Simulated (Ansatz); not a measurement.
# From three elastic constants to directional properties of ScZn

The calculation used Ansatz 0.2.0, DFT LDA, scalar-relativistic, plane waves, PAW. Plane waves to 420 eV; Γ-centred k mesh 14×14×14; Fermi-Dirac smearing of 0.15 eV. No spin polarisation.

Relaxed structure:
```yaml
crystal:
  lattice:
    - [3.25702, 0.00000, 0.00000]
    - [0.00000, 3.25702, 0.00000]
    - [0.00000, 0.00000, 3.25702]
  atoms:
    - { symbol: Sc, position: [0.00000, 0.00000, 0.00000] }
    - { symbol: Zn, position: [0.50000, 0.50000, 0.50000] }
```

In a metal, frequencies and elastic constants depend on the k mesh and the smearing, soft modes and shear constants most.

With ions relaxed, on the cubic axes: C11 = 122.5, C12 = 75.0, C44 = 75.1 GPa. The density is 5.303 g/cm³.

Question: Is the crystal stable against strain, and how anisotropic is it?

Answer: Born's conditions hold: C11 + 2C12 = 272.6, C11 − C12 = 47.5 and C44 = 75.1 GPa are all positive. B = (C11 + 2C12)/3 = 90.9 GPa. The two shear moduli are C44 and C′ = (C11 − C12)/2 = 23.8 GPa, so Zener's ratio is A = C44/C′ = 3.16: the tetragonal shear C′ is the soft one, as in many fcc and bcc metals and zincblende crystals. The Cauchy pressure C12 − C44 is -0.1 GPa; it would vanish for pair forces between atoms on inversion centres at zero pressure, and here it is small.

Question: Give the sound speeds along the three symmetry directions.

Answer: The Christoffel equation gives ρv² for each branch:
```tsv
direction	branch	ρv²	GPa	v (m/s)
[100]	L	C11	122.5	4807
[100]	T (×2)	C44	75.1	3764
[110]	L	(C11 + C12 + 2C44)/2	173.9	5727
[110]	T, u ∥ [001]	C44	75.1	3764
[110]	T, u ∥ [1-10]	(C11 − C12)/2	23.8	2117
[111]	L	(C11 + 2C12 + 4C44)/3	191.0	6002
[111]	T (×2)	(C11 − C12 + C44)/3	40.9	2777
```

Question: How does Young's modulus depend on direction?

Answer: Inverting gives S11 = 15.249, S12 = -5.790, S44 = 13.314 TPa⁻¹. Along a unit vector (l, m, n), 1/E = S11 − 2(S11 − S12 − S44/2)(l²m² + m²n² + n²l²), where the last bracket is 0, 1/4 and 1/3 for [100], [110] and [111]: E = 66, 124 and 177 GPa. With A > 1 the body diagonal is stiffest. For a film on (001), the biaxial modulus is C11 + C12 − 2C12²/C11 = 106 GPa and the normal strain is −2C12/C11 = -1.22 times the in-plane one.